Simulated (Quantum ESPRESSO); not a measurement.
# Kohn-Sham bands of In₂Te₃ (R-3m)

```
CELL_PARAMETERS angstrom
     -2.17410     3.76565     0.00000
     -4.34820     0.00000     0.00000
     -2.17410     1.25522     9.78902
ATOMIC_POSITIONS crystal
  In 0.40071 0.40071 0.79787
  In 0.59929 0.59929 0.20213
  Te 0.78551 0.78551 0.64346
  Te 0.21449 0.21449 0.35654
  Te 0.00000 0.00000 0.00000
```

Materials Project entry mp-1068510; symmetrised, unrelaxed at this level. Not found in the COD (Crystallography Open Database) copy used, which has the formula in other groups; not checked further. Computed values, not measurements, from PBEsol: Quantum ESPRESSO (norm-conserving PseudoDojo potentials, cutoff 66 Ry, no spin polarisation, no spin-orbit coupling) on a Γ-centred 6×6×6 mesh, then Wannier90. Density: 8×8×8 mesh, cold smearing 0.01 Ry. Spin-orbit coupling is left out although heavy elements are present.

Energies are relative to the Fermi level; weights are on the orthonormalised atomic waves of the pseudopotential files, averaged over the group. 74 electrons a cell are treated as valence.

```tsv
bands	from (eV)	to (eV)	filling	weight on atomic waves
1–15	-36.31	-36.26	filled	?
16–25	-14.46	-14.25	filled	?
26–28	-11.82	-10.01	filled	?
```

Question: Which atomic shells make up each group?

Answer: 
- 1–15, weight on atomic waves: Te 4d 100 %
- 16–25, weight on atomic waves: In 4d 99 %
- 26–28, weight on atomic waves: Te 5s 77 %, In 5p 15 %, In 5s 5 %

No gap over 0.05 eV opens at the Fermi level at this level of theory; semilocal functionals close the gap of some real semiconductors.
